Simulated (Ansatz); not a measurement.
Input:

CoSi₂:
```
CELL_PARAMETERS angstrom
      0.00000     2.67986     2.67986
      2.67986     0.00000     2.67986
      2.67986     2.67986     0.00000
ATOMIC_POSITIONS crystal
  Co 0.00000 0.00000 0.00000
  Si 0.75000 0.75000 0.75000
  Si 0.25000 0.25000 0.25000
```

This is the PBE-relaxed structure.

### Question
All from PBE in the plane-wave PAW code Ansatz, unless another level is named. Give the electronic character.

### Answer
metallic (no gap).

### Question
Predict the formation energy from the elements (no fitted shifts).

### Answer
-0.47 eV/atom.

### Question
And the density of states at the Fermi level?

### Answer
0.35 states/eV per atom (mean over ±0.08 eV).

Space group Fm-3m (fluorite or antifluorite type). Symmetry was held in the PBE relaxation. No spin polarisation was allowed. The references are the lowest solids computed at this level, not always the standard phases.

Potentials: the later of the program's two PAW sets.
